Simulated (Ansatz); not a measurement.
Y$_{3}$Si$_{5}$:
```
CELL_PARAMETERS angstrom
      6.63977     0.00000     0.00000
     -3.31989     5.75021     0.00000
      0.00000     0.00000     4.16474
ATOMIC_POSITIONS crystal
  Y  0.00000 0.64929 0.00000
  Y  0.64929 0.00000 0.00000
  Y  0.35071 0.35071 0.00000
  Si 0.66667 0.33333 0.50000
  Si 0.33333 0.66667 0.50000
  Si 0.00000 0.28303 0.50000
  Si 0.28303 0.00000 0.50000
  Si 0.71697 0.71697 0.50000
```

Relaxed with r²SCAN. Special points in fractions of this cell's reciprocal vectors: Γ (0.000, 0.000, 0.000); M (0.500, 0.000, 0.000); K (0.333, 0.333, 0.000); A (0.000, 0.000, 0.500); L (0.500, 0.000, 0.500); H (0.333, 0.333, 0.500).

Q: List the band energies nearest the Fermi level at these points for plane-wave PAW r²SCAN (Ansatz code).

A: In eV from the Fermi level; about four levels below and three above (degenerate sets whole), none deeper than 8.9 eV; points with the same levels are listed once.

```
k                          below                above
-  -----------------------------  -------------------
Γ        -1.59 -1.52 -1.52 -0.06  0.99 1.01 1.73 1.73
M        -2.04 -1.93 -0.77 -0.04       0.69 0.85 1.57
K        -1.94 -1.40 -1.40 -1.16  1.31 1.31 1.54 1.54
A  -2.76 -2.76 -1.34 -0.21 -0.21  0.09 0.09 1.10 1.10
L        -2.81 -2.63 -2.40 -1.73       0.32 0.51 1.13
H        -2.28 -2.28 -2.08 -2.08       0.22 0.24 0.24
```

Space group P-62m. The start of the workflow was typed in or built on a structure type; neither database checked (COD, Materials Project) lists it. Whether it is the stable phase at ambient conditions was not checked. The r²SCAN relaxation kept the symmetry of its start; whether a distortion lowers the energy is not shown. No spin polarisation was allowed. Scalar-relativistic: spin–orbit coupling is off unless named, which matters more the heavier the elements.

Potentials: the later of the program's two PAW sets.
